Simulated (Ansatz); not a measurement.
Ti2SnC:
```xyz
8
Lattice="3.1391 0.0000 0.0000 -1.5696 2.7186 0.0000 0.0000 0.0000 13.6416" Properties=species:S:1:pos:R:3 pbc="T T T"
Ti     0.0000     1.8124     1.1033
Ti     1.5696     0.9062    12.5384
Ti     1.5696     0.9062     7.9241
Ti     0.0000     1.8124     5.7176
Sn     0.0000     1.8124    10.2312
Sn     1.5696     0.9062     3.4104
C      0.0000     0.0000     0.0000
C      0.0000     0.0000     6.8208
```

Relaxed with PBEsol. Special points in fractions of this cell's reciprocal vectors: Γ (0.000, 0.000, 0.000); M (0.500, 0.000, 0.000); K (0.333, 0.333, 0.000); A (0.000, 0.000, 0.500); L (0.500, 0.000, 0.500); H (0.333, 0.333, 0.500).

**Question.** List the band energies nearest the Fermi level at these points for PBEsol with spin–orbit coupling (plane waves, PAW; program Ansatz).

**Answer.** In eV from the Fermi level; about four levels below and three above (degenerate sets whole), none deeper than 8.9 eV; points with the same levels are listed once.

| k | below | above |
|---|---|---|
| Γ | -2.93 -2.93 -2.92 -2.92 -2.65 -2.65 | 0.28 0.28 0.29 0.29 0.29 0.29 |
| M | -1.69 -1.69 -1.66 -1.66 | 1.08 1.08 1.26 1.26 |
| K | -1.91 -1.91 -0.70 -0.70 | 0.67 0.67 0.75 0.75 |
| A | -2.94 -2.94 -2.94 -2.94 -2.94 -2.94 -2.94 -2.94 | 0.28 0.28 0.28 0.28 |
| L | -1.67 -1.67 -1.67 -1.67 | 1.31 1.31 1.31 1.31 |
| H | -0.14 -0.14 -0.12 -0.12 | 0.64 0.64 0.66 0.66 |

Space group P6_3/mmc. The first step of the workflow began from a Materials Project structure, measured or hypothetical; the Crystallography Open Database copy checked does not list it. Its standing as an ambient phase is unchecked. The cell was relaxed with PBEsol under the symmetry of its start; its stability against distortions is not shown here. The run is not spin-polarised.

Potentials: the later of the program's two PAW sets.
